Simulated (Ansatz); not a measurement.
Pt:
```xyz
6
Lattice="1.3835 0.7988 13.8623 -1.3835 0.7988 13.8623 0.0000 -1.5975 13.8623" Properties=species:S:1:pos:R:3 pbc="T T T"
Pt     0.0000     0.0000    35.8012
Pt     0.0000     0.0000    24.2297
Pt     0.0000     0.0000    12.6881
Pt     0.0000     0.0000    28.8989
Pt     0.0000     0.0000    17.3572
Pt     0.0000     0.0000     5.7858
```

Relaxed with DFT-r²SCAN in the program Ansatz with PAW potentials. Indices refer to the conventional cell of R-3m, a = b = 2.7670 Å, c = 41.5869 Å, α = β = 90.00°, γ = 120.00°.

### Question
Simulate the powder diffraction pattern (Cu Kα1, λ = 1.54056 Å; lines above 1 %) up to 2θ = 90°.

### Answer
Simulated powder pattern, Cu Kα1, λ = 1.54056 Å (kinematic, ideal powder, no thermal factors, no anomalous dispersion; the 30 strongest lines at most, above 1 %, up to 2θ = 90°):

```tsv
2θ (°)	d (Å)	I/Imax (%)	hkl
37.57	2.392	6.2	(1 0 -1 1)
37.76	2.381	3.7	(0 1 -1 2)
38.52	2.335	28	(1 0 -1 4)
38.95	2.310	52	(0 0 0 18)
39.09	2.303	3.8	(0 1 -1 5)
40.56	2.222	100	(1 0 -1 7)
41.46	2.176	7.3	(0 1 -1 8)
43.55	2.076	5.2	(1 0 -1 10)
44.74	2.024	71	(0 1 -1 11)
47.36	1.918	2.0	(1 0 -1 13)
48.79	1.865	17	(0 1 -1 14)
51.85	1.762	1.6	(1 0 -1 16)
53.48	1.712	2.2	(0 1 -1 17)
56.93	1.616	1.9	(1 0 -1 19)
62.53	1.484	5.5	(1 0 -1 22)
67.66	1.383	32	(1 1 -2 0)
68.62	1.366	23	(1 0 -1 25)
70.76	1.330	1.8	(0 1 -1 26)
77.51	1.231	14	(0 1 -1 29)
80.65	1.190	3.4	(0 2 -2 4)
80.93	1.187	40	(1 1 -2 18)
81.97	1.174	14	(0 2 -2 7)
82.56	1.168	1.1	(2 0 -2 8)
83.64	1.155	6.1	(0 0 0 36)
84.79	1.142	4.5	(0 1 -1 32)
84.82	1.142	12	(2 0 -2 11)
87.77	1.111	3.5	(2 0 -2 14)
```

The start of the workflow was typed in or built on a structure type; neither database checked (COD, Materials Project) lists it. It is not the phase usual at ambient conditions (space group No. 225). The r²SCAN relaxation kept the symmetry of its start; its stability against distortions is not shown here. The run is not spin-polarised. Axis ratios of metals converge slowly with the k-mesh, so a and c are less sure than the volume. Scalar-relativistic: spin–orbit coupling is off unless named, which matters more the heavier the elements.

Potentials: the earlier of the program's two PAW sets.
